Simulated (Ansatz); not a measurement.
Here is an unrelaxed guess for Ga2SnSe3.

```yaml
crystal:
  lattice:
    - [4.59248, 0.00000, 0.00000]
    - [-2.29624, 3.97720, 0.00000]
    - [0.00000, 0.00000, 7.93587]
  atoms:
    - { symbol: Ga, position: [0.66667, 0.33333, 0.50000] }
    - { symbol: Ga, position: [0.33333, 0.66667, 0.00000] }
    - { symbol: Sn, position: [0.66667, 0.33333, 0.00000] }
    - { symbol: Se, position: [0.00000, 0.00000, 0.35641] }
    - { symbol: Se, position: [0.00000, 0.00000, 0.64359] }
    - { symbol: Se, position: [0.00000, 0.00000, 0.00000] }
```

Theory: DFT PBE, scalar-relativistic, plane waves, PAW in Ansatz 0.2.0. Settings: cutoff 420 eV, Γ-centred mesh 6×6×2 on the computed 6-atom cell, Gaussian smearing of 0.10 eV; no spin polarisation.

The zero of energy is the elements' standard structures at the same level; no fitted shifts are applied. The references include grey tin.

**Question.** Estimate its pressure, forces and energy as it stands.

**Answer.** The pressure is 15.2 GPa (the mean over three directions, positive in compression), the largest force is 2.03 eV/Å, and the energy is +0.51 eV/atom against the elements. The shortest distance is 2.28 Å.

**Question.** Is it a good guess?

**Answer.** A rough one: relaxing gains about 0.30 eV/atom (the start's value is from the coarse mesh, so the gain is rough) in 10 ionic steps and ends at +0.20 eV/atom on the finer mesh. The symmetry stays P-6m2 (No. 187). The volume per atom grows by 34.2 %, from 24.2 to 32.4 Å³. The shortest distance goes from 2.28 Å (Se–Se) to 2.38 Å (Se–Se). Conventional cell: a = 5.144 Å, c = 8.490 Å. Ga on its first site has 6 Se at 3.20 Å; around Sn lie 3 Ga at 2.97 Å and 3 Se at 2.97 Å; Se on a site of symmetry 3m has 1 Se at 2.38 Å, 1 Se at 3.05 Å and 3 Ga at 3.20 Å; 2 more sites not described.

The last run used a 12×12×6 mesh (in the run's order of axes) for its 6-atom cell and Gaussian smearing of 0.10 eV. No dispersion correction is applied, so the spacing and binding between layers, chains or molecules are poorly described. The reference form of Se is held partly by dispersion forces, which this level lacks. The relaxation can't lower the symmetry of the start, and the grade says only how near the guess is to its own end. A structure relaxed within its symmetry needn't be a true minimum. Another cell of Ga2SnSe3 relaxed alike, in P4mm, lies 0.55 eV/atom lower, so this cell isn't the stable form at this level.
